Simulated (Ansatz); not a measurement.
MoS$_{2}$:
Space group R3m, hexagonal axes (No. 160); a = 3.153 Å, b = 3.153 Å, c = 17.994 Å, α = 90.00°, β = 90.00°, γ = 120.00°

```tsv
atom	site	symmetry	x	y	z
Mo	3a	3m	0.0000	0.0000	0.0002
S	3a	3m	0.0000	0.0000	0.5800
S	3a	3m	0.0000	0.0000	0.7538
```
(The calculation used a cell of 3 atoms; values per cell refer to that cell.)

Relaxed with PBE+D3(BJ).

### Question
Give the optical modes at the zone centre with their infrared activity from DFPT, PBE+D3(BJ) in the plane-wave PAW code Ansatz.

### Answer
Transverse frequencies, without the LO–TO term; a row sums one degenerate level.

```json
[
 {"ω (cm⁻¹)": "286", "degeneracy": "2", "IR ((D/Å)²/amu)": "0.00", "activity": "IR-inactive", "symmetry": "E"},
 {"ω (cm⁻¹)": "380", "degeneracy": "2", "IR ((D/Å)²/amu)": "1.19", "activity": "IR", "symmetry": "E"},
 {"ω (cm⁻¹)": "411", "degeneracy": "1", "IR ((D/Å)²/amu)": "0.00", "activity": "IR-inactive", "symmetry": "A1"},
 {"ω (cm⁻¹)": "463", "degeneracy": "1", "IR ((D/Å)²/amu)": "0.39", "activity": "IR", "symmetry": "A1"}
]
```

### Question
How high does the top mode go among those that the LO–TO term moves?

### Answer
382 cm⁻¹ for q along x, 382 cm⁻¹ for q along y, 465 cm⁻¹ for q along z.

The PBE+D3(BJ) relaxation kept the symmetry of its start; of distortions, only those at the zone centre were tested. The run is not spin-polarised.

Potentials: the later of the program's two PAW sets.
